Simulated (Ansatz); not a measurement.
Structure relaxation, B

The relaxed structure here is a generated cell of B: the first start was made by placing the elements on the sites of a structure type, and the end was not matched to a known phase here, so it may be hypothetical.

The start is a generated trial cell of B in the AFLOW prototype A_oP8_62_2c (A_c). A full variable-cell relaxation at zero pressure is run with PBE (plane waves to 420 eV, PAW, scalar-relativistic; Ansatz, a quantum-chemistry and plane-wave program). The first steps use a coarse 5×7×7 k-mesh.

Starting cell:
```yaml
crystal:
  lattice:
    - [4.60549, 0.00000, 0.00000]
    - [0.00000, 3.26455, 0.00000]
    - [0.00000, 0.00000, 3.37791]
  atoms:
    - { symbol: B, position: [0.46400, 0.25000, 0.29200] }
    - { symbol: B, position: [0.96400, 0.25000, 0.20800] }
    - { symbol: B, position: [0.53600, 0.75000, 0.70800] }
    - { symbol: B, position: [0.03600, 0.75000, 0.79200] }
    - { symbol: B, position: [0.18100, 0.25000, 0.65800] }
    - { symbol: B, position: [0.68100, 0.25000, 0.84200] }
    - { symbol: B, position: [0.81900, 0.75000, 0.34200] }
    - { symbol: B, position: [0.31900, 0.75000, 0.15800] }
```

- Initial pressure = +10 GPa (positive: the cell is compressed)
- Largest initial force = about 2.1 eV/Å, on B5, B6, B7, B8 (atoms numbered as listed)
- Outcome = The space group goes from Pnma (No. 62) to Cmce (No. 64); the end is AFLOW prototype A_oC8_64_f (A11, as in Ga), with 4 atoms in the primitive cell
- Volume change = +0.5 %, from 6.35 to 6.38 Å³/atom
- Band gap at the end = zero (metallic)
- Optimiser moves = 20

The end point of the relaxation:

Space group Cmce (No. 64); a = 2.9389 Å, b = 5.3240 Å, c = 3.2626 Å, α = β = γ = 90.00°

```
atom  site  symmetry       x       y       z
----  ----  --------  ------  ------  ------
B       8f       m..  0.0000  0.1559  0.0900
```
(The calculation used a cell of 4 atoms; values per cell refer to that cell.)

Final values are on a 18×18×14 k-mesh of the relaxed cell. No spin polarisation in the result.

The run could not lose the symmetry of its start, so the end can be a saddle point.
